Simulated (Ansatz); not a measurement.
Start of a relaxation of NbTe₄Mo:

```
CELL_PARAMETERS angstrom
3.72812 0.00000 0.00000
-1.86406 3.22865 0.00000
0.00000 0.00000 14.32596
ATOMIC_POSITIONS crystal
Nb 0.00000 0.00000 0.50000
Te 0.66667 0.33333 0.37282
Te 0.66667 0.33333 0.87282
Te 0.33333 0.66667 0.12718
Te 0.33333 0.66667 0.62718
Mo 0.00000 0.00000 0.00000
```

Level of theory: DFT PBE, scalar-relativistic, plane waves, PAW (Ansatz 0.2.0). Cutoff 420 eV, Gaussian smearing, Γ-centred meshes. Cell and atoms relax first on a coarse mesh and then on a finer one. In between, the cell is made exact in the group found at 0.06 Å. In metals the finer mesh still leaves noise of several meV/atom or more. The steps can't lower the symmetry of their start. No spin polarisation in the relaxation; trial moments died out in a coarse test.

A guess keeps its type if space group and coordination stay and the shape of the cell changes little (axis ratios within about 15 %, angles within 6°); the volume may change.

Question: Will the relaxed cell still be of the starting type?

Answer: It keeps its type. The symmetry stays P-3m1 (No. 164). The volume per atom grows by 0.9 %, from 28.7 to 29.0 Å³. The shortest distance goes from 2.82 Å (Nb–Te and Te–Mo) to 2.76 Å (Te–Mo). The ratio c/a of the conventional cell changes by a factor of 1.13. Counting neighbours within 15 % of an atom's shortest distance, the start has Mo 6, Nb 6, Te 3 and the end Mo 6, Nb 6, Te 3.

The last run used a 12×12×4 mesh (in the run's order of axes) for its 6-atom cell and Gaussian smearing of 0.10 eV. No dispersion correction is applied, so the spacing and binding between layers, chains or molecules are poorly described. Spin–orbit coupling, which can matter for Te, is left out. Symmetry constrained the relaxation, so the result can be a saddle point. Another cell of NbTe4Mo relaxed alike, in P-6m2, lies 96 meV/atom lower, so this cell isn't the stable form at this level.
